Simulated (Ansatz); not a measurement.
**Nb2P5: a fit and a missing row**

Nb2P5, Pnma, a = 16.696 Å, b = 3.306 Å, c = 7.865 Å. The structure is a Materials Project entry; whether it is the stable form wasn't checked. Ansatz: PBEsol, PAW, 420 eV, Γ-centred 2×10×6 mesh on 28 atoms, Gaussian smearing 0.10 eV; no spin polarisation. Shape and atoms are relaxed at each volume; pressure is positive in compression.

| V (Å³/atom) | P (GPa) |
| --- | --- |
| 14.574 | 10.77 |
| 15.040 | 4.96 |
| 15.505 | -0.01 |
| 15.970 | -4.24 |
| 16.435 | ? |

Take V0 = 15.505 Å³/atom, count pressures from its P0 = -0.01 GPa, fit the third-order Birch–Murnaghan form to the other rows, and predict the missing pressure.

With the Eulerian strain f = ½[(V0/V)^(2/3) − 1] and y = (P − P0)/[3f(1 + 2f)^(5/2)], the form is the line y = B0 + 1.5 B0 (B0′ − 4) f. Rows (f, y): 0.02107, 153.8; 0.01025, 153.6; -0.00975, 151.9. Means f = 0.007190, y = 153.10; Σ(Δf)² = 0.0004890, ΣΔfΔy = 0.03157; the slope is their ratio. y = 152.6 + 64.57 f GPa, so B0 = 152.6 GPa and B0′ = 4 + 2 × (64.57)/(3 × 152.6) = 4.28. At V = 16.435, f = -0.01904, y = 151.37 and P = -7.86 GPa. The run gave -7.85 GPa, so the fit is 0.01 GPa too low, within twice the rms miss on the fitted rows (0.009 GPa). The form still works here, 33 % of the fitted range beyond its end.

3 further runs of this set didn't finish or converge.

Cost: 5 runs of about 100 core-minutes in all, on Oxide Virtual Turin-like Processor (Zen 5) (shared hosts).